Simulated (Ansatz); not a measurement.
InP in space group P4_2/mmc (No. 131; In on 2c, P on 2e), the program Ansatz at the PBE level (PAW), all energies at zero smearing, with the estimated change up to a 700 eV cutoff added, with one set of potentials and settings (totals compare only within such a set). Cell of 4 atoms (2 In, 2 P): -12705.947 eV.

```tsv
element	reference phase	E (eV/atom)
In	I4/mmm, 1 atoms in the cell	-5597.8481
P	Cmce, 4 atoms in the cell	-755.6743
```

Formation energy per atom, worked out: (-12705.947 − 2×(-5597.8481) − 2×(-755.6743))/4 = 0.274 eV/atom (26 kJ per mol of atoms), at 0 K, without zero-point energy or fitted corrections.

The cell is a constructed one: a structure type filled with these elements; neither database checked (COD, Materials Project) lists it. It is not the phase usual at ambient conditions (space group No. 216). The cell was relaxed with PBE under the symmetry of its start; whether a distortion lowers the energy is not shown. The references are the lowest solids computed at this level, not always the standard phases.

Potentials: the later of the program's two PAW sets.
